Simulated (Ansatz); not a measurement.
NaF (rock salt, Fm-3m), DFT-PBEsol in the program Ansatz with PAW potentials. The conduction-band minimum lies at Γ, with 1 equivalent valley. Second derivatives d²E/dk² of the lowest band at one valley (eV·Å²), along Cartesian directions:

```
direction  d²E/dk²
---------  -------
[100]        13.67
[010]        13.67
[001]        13.67
[110]        13.67
[101]        13.67
[011]        13.67
```

Q: Find the principal effective masses, the density-of-states mass and the conductivity mass.

A: Off-diagonal terms follow from H_xy = H[110] − (H_xx + H_yy)/2, and m*/mₑ = 7.620 eV·Å² over each eigenvalue: 0.56, 0.56, 0.56. One valley's DOS mass (m₁m₂m₃)^(1/3) = 0.56, conductivity mass 3/(Σ 1/mᵢ) = 0.56 mₑ.

Q: What effective density of states Nc follows at 300 K for parabolic valleys?

A: Nc = 2.509e19 × 1 × (0.56)^(3/2) ≈ 1.1e19 cm⁻³.

Q: With the computed static dielectric constant 5.30 (mean of the diagonal), estimate a hydrogenic donor's binding energy and radius.

A: E = 13.606 eV × 0.56/5.30² ≈ 270 meV; a = 0.529 Å × ε/m* ≈ 5.0 Å. Semilocal masses tend to be too small when the gap is underestimated.

Q: With ε∞ = 1.89 and ω_LO = 401 cm⁻¹, what Fröhlich coupling constant follows?

A: α = (1/ε∞ − 1/ε0) √(m* × 13.606 eV/ħω_LO) = 4.2.

The cell was relaxed with PBEsol under the symmetry of its start.

Potentials: the earlier of the program's two PAW sets. The files were generated under PBE; for other functionals the program regenerates the frozen cores, and for LDA and PBEsol the local potential too.
